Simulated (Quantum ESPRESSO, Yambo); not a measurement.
K2S (anti-fluorite, space group Fm-3m, No. 225) under isotropic strain (on all lattice vectors), counted from the cell relaxed with PBEsol, atoms relaxed at each step. PBEsol (Quantum ESPRESSO, PseudoDojo norm-conserving, 74 Ry, no spin-orbit coupling); G0W0 in Yambo (4×4×4 Γ-centred k mesh, 180 bands and a 8 Ry block in the screening, 180 bands in G with the Bruneval-Gonze terminator, plasmon pole fitted at 27.2 eV).

```json
[
 {"strain (%)": "-3", "PBEsol gap (eV)": "___", "kind": "near tie", "G0W0 direct gap (eV)": "___"},
 {"strain (%)": "-1.5", "PBEsol gap (eV)": "2.46", "kind": "near tie", "G0W0 direct gap (eV)": "4.58 at Γ"},
 {"strain (%)": "-0.7", "PBEsol gap (eV)": "2.40", "kind": "near tie", "G0W0 direct gap (eV)": "4.49 at Γ"},
 {"strain (%)": "0", "PBEsol gap (eV)": "2.35", "kind": "near tie", "G0W0 direct gap (eV)": "4.41 at Γ"},
 {"strain (%)": "+1", "PBEsol gap (eV)": "2.28", "kind": "near tie", "G0W0 direct gap (eV)": "4.30 at Γ"},
 {"strain (%)": "+2", "PBEsol gap (eV)": "2.21", "kind": "near tie", "G0W0 direct gap (eV)": "4.19 at Γ"}
]
```

Estimate the withheld gaps from the other strains; the computed values follow.


- -3, PBEsol gap (eV): 2.57
- -3, G0W0 direct gap (eV): 4.76 at Γ

GW, BSE and RPA settings are held fixed; their convergence isn't established. «Near tie»: competing band extrema lie within 0.03 eV. Strains are linear. The screening block changes size along the series (283 vectors at -3 %, 283 vectors at -1.5 %, 283 vectors at -0.7 %, 283 vectors at +0 %, 283 vectors at +1 %, 307 vectors at +2 %), which puts steps into the G0W0 values.
